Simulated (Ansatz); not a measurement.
GeSe in space group Pnma (No. 62; Ge on 4c, Se on 4c), plane-wave PAW LDA (Ansatz code). The conduction-band minimum lies on the Γ–Z line, 20 % of the way from Γ, with 2 equivalent valleys. Second derivatives d²E/dk² of the lowest band at one valley (eV·Å²), along Cartesian directions:

```json
[
 {"direction": "[100]", "d²E/dk²": "122.3"},
 {"direction": "[010]", "d²E/dk²": "7.777"},
 {"direction": "[001]", "d²E/dk²": "6.713"},
 {"direction": "[110]", "d²E/dk²": "65.15"},
 {"direction": "[101]", "d²E/dk²": "64.62"},
 {"direction": "[011]", "d²E/dk²": "7.247"}
]
```

Q: Find the principal effective masses, the density-of-states mass and the conductivity mass.

A: Off-diagonal terms follow from H_xy = H[110] − (H_xx + H_yy)/2, and m*/mₑ = 7.620 eV·Å² over each eigenvalue: 0.062, 0.98, 1.1. One valley's DOS mass (m₁m₂m₃)^(1/3) = 0.41, conductivity mass 3/(Σ 1/mᵢ) = 0.17 mₑ.

Q: What effective density of states Nc follows at 300 K for parabolic valleys?

A: Nc = 2.509e19 × 2 × (0.41)^(3/2) ≈ 1.3e19 cm⁻³.

The cell was relaxed with LDA under the symmetry of its start; of distortions, only those at the zone centre were tested. A crystal of weakly bound layers computed without a dispersion correction: the cell and the soft elastic constants depend strongly on that. Scalar-relativistic: spin–orbit coupling is off unless named, which matters more the heavier the elements.

Potentials: the later of the program's two PAW sets.

Edges and masses are those of Kohn–Sham bands, whose gap is no quasiparticle gap.
